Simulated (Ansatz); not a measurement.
Se, simple cubic: geometry optimisation

Theory: Ansatz 0.2.0, DFT, PBEsol, plane waves (420 eV) with PAW, scalar-relativistic. The PAW files were generated under PBE, with cores re-solved for the functional.

k-point mesh 11×11×11, Fermi-Dirac smearing 0.1 eV, no spin polarisation. Cell and atoms relax.

Starting structure:

```cif
data_structure
_symmetry_space_group_name_H-M 'P 1'
_symmetry_Int_Tables_number 1
_cell_length_a 2.8665
_cell_length_b 2.8665
_cell_length_c 2.8665
_cell_angle_alpha 90.000
_cell_angle_beta 90.000
_cell_angle_gamma 90.000
_cell_volume 23.55
loop_
_atom_site_label
_atom_site_type_symbol
_atom_site_fract_x
_atom_site_fract_y
_atom_site_fract_z
_atom_site_occupancy
Se1 Se 0.00000 0.00000 0.00000 1
```

Question: The pressure at the start is -5.7 GPa. By how much does the volume change?

Answer: From 23.55 to 21.63 Å³ per atom, -8.2 %. The final cell has a = 2.786 Å.

Question: How much energy does the relaxation gain?

Answer: 37.2 meV per atom.

Path of the relaxation (the plane waves are chosen anew near the end, which can shift the energy a little):

```json
{"step": "0", "E − E(final) (meV/atom)": "37.22", "V (Å³/atom)": "23.553", "P (GPa)": "-5.72", "max force (eV/Å)": "0.000"}
{"step": "1", "E − E(final) (meV/atom)": "17.65", "V (Å³/atom)": "20.455", "P (GPa)": "5.17", "max force (eV/Å)": "0.000"}
{"step": "2", "E − E(final) (meV/atom)": "0.22", "V (Å³/atom)": "21.817", "P (GPa)": "-0.69", "max force (eV/Å)": "0.000"}
{"step": "3", "E − E(final) (meV/atom)": "-0.20", "V (Å³/atom)": "21.646", "P (GPa)": "-0.07", "max force (eV/Å)": "0.000"}
{"step": "4", "E − E(final) (meV/atom)": "-0.21", "V (Å³/atom)": "21.629", "P (GPa)": "0.00", "max force (eV/Å)": "0.000"}
{"step": "5", "E − E(final) (meV/atom)": "0.00", "V (Å³/atom)": "21.629", "P (GPa)": "0.00", "max force (eV/Å)": "0.000"}
```
